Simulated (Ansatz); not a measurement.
The cell comes from COD entry 1539528, which wasn't checked; take it as a given geometry. The listed cell was then made from it by scaling, straining or moving an atom.

YS: DFT, LDA, PAW with Ansatz's default frozen-core files, scalar-relativistic (Ansatz 0.2.0). What sets it apart from a plain run of this crystal: volume scaled by 1.04.

Command: `ansatz run input.yaml --threads 1 --pin off --max-ram 3072MiB --backend cpu --events-out ev --progress --plain --runs-dir out` The run took 2.3 s on 1 thread of Arm Neoverse V2, with other jobs on the host, peak memory 0.32 GiB.

```yaml
crystal:
  lattice:
    - [0.0, 2.7797547983, 2.7797547983]
    - [2.7797547983, 0.0, 2.7797547983]
    - [2.7797547983, 2.7797547983, 0.0]
  atoms:
    - { symbol: "Y", position: [0.5, 0.5, 0.5] }
    - { symbol: S, position: [0.0, 0.0, 0.0] }
kpoints:
  mp_grid: { grid: [8, 8, 8] }
scf:
  occupations: { method: fermi_dirac, width: 0.01 }
hamiltonian:
  xc: lda
  pseudopotentials: { kind: paw }
output:
  forces: true
  stress: true
  eigenvalues: true
  efg: { contact_densities: true }
```

Output (standing set-up lines are left out):

```
Crystal: 2 atoms, lattice volume = 42.959 Å³
SCF iter   1: F=—  HF=-4619.432895 eV  |F-HF|=—  |Δ(HF+E_count)|=         —  Δρ=5.44e-3  dr2=6.77e-3  ethr=1.77e-3  ⟨swp⟩=6.3  Hψ=2182  notcnv=0
preconditioner: auto → none  [insulator: Δε(μ)=0.038 eV  Ē_g=9.052 eV  σ=0.010 eV  W_gap=0.61  n_scr=14 (ndim 8)  ℏωp=17.0 eV  f_vac=0.000  D(μ)=2.24/eV (n_scr^D=14)  ε∞_Penn≈4.5]
SCF iter   2: F=—  HF=-4619.428896 eV  |F-HF|=—  |Δ(HF+E_count)|=   4.00e-3  Δρ=2.48e-3  dr2=9.12e-4  ethr=3.98e-5  ⟨swp⟩=2.6  Hψ=833  notcnv=0  defer=11
SCF iter   3: F=—  HF=-4619.428690 eV  |F-HF|=—  |Δ(HF+E_count)|=   2.06e-4  Δρ=5.57e-4  dr2=7.62e-5  ethr=5.37e-6  ⟨swp⟩=1.0  Hψ=366  notcnv=0  defer=11
SCF iter   4: F=—  HF=-4619.428675 eV  |F-HF|=—  |Δ(HF+E_count)|=   1.49e-5  Δρ=9.60e-5  dr2=6.34e-6  ethr=4.48e-7  ⟨swp⟩=2.2  Hψ=513  notcnv=0  defer=11
SCF iter   5: F=—  HF=-4619.428674 eV  |F-HF|=—  |Δ(HF+E_count)|=   1.85e-6  Δρ=3.05e-5  dr2=4.07e-7  ethr=3.73e-8  ⟨swp⟩=2.0  Hψ=473  notcnv=0  defer=11
SCF iter   6: F=-4619.428673 eV  HF=-4619.428673 eV  |F-HF|=5.03e-8  |Δ(HF+E_count)|=   7.09e-8  Δρ=9.06e-6  dr2=5.82e-8  ethr=5.88e-10  ⟨swp⟩=6.0  Hψ=1311  notcnv=0
SCF 1 converged in 6 iterations: F = -4619.428673 eV  dr2 = 5.82e-8
  greatest PAW one-centre occupation: 0.992 electrons in one spin orbital (limit 2), on the Y atom at site 0 (counted from 0), in its partial waves of l = 0
SCF converged after 6 iterations
Free energy (F): -4619.428673 eV
Harris-Foulkes:  -4619.428673 eV  (|F-HF|=5.03e-8)
Internal energy: -4619.428009 eV  (E = F + TS)
E sigma→0 (E₀):  -4619.428341 eV
Entropy (-TS):   -0.000664 eV (-0.332 meV/atom)
Fermi energy:    11.642593 eV
--- Per-component energies (eV) ---
  E_band       = -88.966906
  E_kinetic    = 415.562757
  E_local      = -636.699845  (includes V_loc(G=0)·N_el)
  E_nonlocal   = 82.668910
  E_hartree    = 200.289139
  E_xc         = -270.055131
  E_vxc        = -289.046530  (∫ρ·V_xc dr)
  E_paw        = -3293.186403  (= ΣΔE_a)
  E_vpaw       = -62.030579  (= ΣTr[D̂ρ^β])
  E_aug_tail   = 0.000003  (compensation charges beyond the density's cutoff)
  E_ewald      = -1118.490223
  E_core_change = 0.482783  (= ΣΔE_core)
  E_smearing   = -0.000664  (= −TS)
  E_closure    = -0.000000  (closes the sum)
  Σ components = -4619.428673   (vs F -4619.428673, Δ=0.00e0)
--- Forces (eV/Å), atoms counted from 1 ---
  atom   1  Y      0.00000000    -0.00000000     0.00000000
  atom   2  S      0.00000000    -0.00000000    -0.00000000
  max |Σ_I F_I| component: 3.26e-29 eV/Å
--- Stress (GPa, compression-positive) ---
       -7.154373       0.000000       0.000000
        0.000000      -7.154373      -0.000000
        0.000000      -0.000000      -7.154373
  P = ⅓ Tr σ = -7.1544 GPa (-71.544 kbar)
--- PAW observables at the nuclei: V_zz in 10²¹ V/m², potentials from the cell's mean, atoms counted from 1 ---
  atom   1  Y  V_zz =    -0.000000   η = 0.0000   by run symmetry: forbidden
            electrostatic potential = -5716.396798 V   contact ρ = 441917.339231 e/Å³
  atom   2  S  V_zz =    -0.000000   η = 0.0000   by run symmetry: forbidden
            electrostatic potential = -1636.972259 V   contact ρ = 19600.581102 e/Å³
--- Band table (eV; the first three rows and the last of 29) ---
  k-point 0: bands = ["-31.6997", "-11.6752", "-11.6752", "-11.6752", "-3.2444", "8.2856", "8.2856", "8.2856", "11.4663", "11.4663", "11.4663", "12.2636", "12.2636"]
  k-point 1: bands = ["-31.6961", "-11.7341", "-11.6795", "-11.6795", "-3.0855", "7.4914", "7.8887", "7.8887", "11.6121", "11.7597", "11.7597", "12.9271", "12.9271"]
  k-point 2: bands = ["-31.6874", "-11.8710", "-11.6898", "-11.6898", "-2.6852", "6.1501", "7.2058", "7.2058", "11.9339", "12.5159", "12.5159", "14.4593", "14.4593"]
  k-point 28: bands = ["-31.6673", "-11.8693", "-11.8693", "-11.8100", "-2.3974", "6.3091", "6.5254", "6.5254", "12.4501", "12.4501", "14.2425", "14.8175", "15.2631"]
```

Spin polarisation is left out, and whether a magnetic state lies lower isn't shown here.
